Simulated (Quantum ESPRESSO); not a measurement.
## Kohn-Sham bands of InAs (wurtzite)

```yaml
crystal:
  lattice:
    - [4.31140, 0.00000, 0.00000]
    - [-2.15570, 3.73378, 0.00000]
    - [0.00000, 0.00000, 7.08879]
  atoms:
    - { symbol: In, position: [0.66667, 0.33333, 0.50059] }
    - { symbol: In, position: [0.33333, 0.66667, 0.00059] }
    - { symbol: As, position: [0.66667, 0.33333, 0.87491] }
    - { symbol: As, position: [0.33333, 0.66667, 0.37491] }
```

Structure: Materials Project mp-1007652, symmetrised, not relaxed again. Not found in the COD (Crystallography Open Database) copy used, which has the formula in other groups; not checked further. Method: PBEsol plane waves in Quantum ESPRESSO 7.5 (PseudoDojo norm-conserving files, 68 Ry, spinors with spin-orbit coupling), Bloch states on a 4×4×4 mesh through Γ, Wannier90 4.0.1. Density: 12×12×6 mesh, cold smearing 0.01 Ry. With spin-orbit coupling a semilocal functional can close or falsely invert a small gap; the band order was not checked against a better method.

**Question.** List the Kohn-Sham levels between −8 and 3.0 eV relative to the Fermi level at the high-symmetry points, as a band run of pw.x on that density gives them (levels within 2 meV counted together).

**Answer.** 
```json
[
 {"point": "Γ", "k (reciprocal lattice)": "0.000 0.000 0.000", "levels (eV)": "-5.79 (×2), -1.22 (×2), -0.98 (×2), -0.51 (×2), -0.35 (×2), -0.03 (×2), 0.03 (×2), 0.51 (×2)"},
 {"point": "M", "k (reciprocal lattice)": "0.500 0.000 0.000", "levels (eV)": "-5.88 (×2), -5.11 (×2), -3.48 (×2), -2.36 (×2), -2.01 (×2), -1.07 (×2), 1.45 (×2), 1.89 (×2)"},
 {"point": "K", "k (reciprocal lattice)": "0.333 0.333 0.000", "levels (eV)": "-5.50, -5.45, -5.43 (×2), -3.83 (×2), -2.62, -2.59 (×2), -2.59, -2.32 (×2), 2.38 (×2)"},
 {"point": "A", "k (reciprocal lattice)": "0.000 0.000 0.500", "levels (eV)": "-3.84 (×4), -0.77 (×4), -0.53 (×4), 1.05 (×4)"},
 {"point": "L", "k (reciprocal lattice)": "0.500 0.000 0.500", "levels (eV)": "-5.79 (×4), -1.94 (×4), -1.78 (×4), 1.22 (×4), 2.98 (×4)"},
 {"point": "H", "k (reciprocal lattice)": "0.333 0.333 0.500", "levels (eV)": "-5.80 (×2), -5.75 (×2), -3.24 (×2), -3.21 (×2), -1.56 (×2), -1.50 (×2), 1.91 (×2), 1.98 (×2)"}
]
```
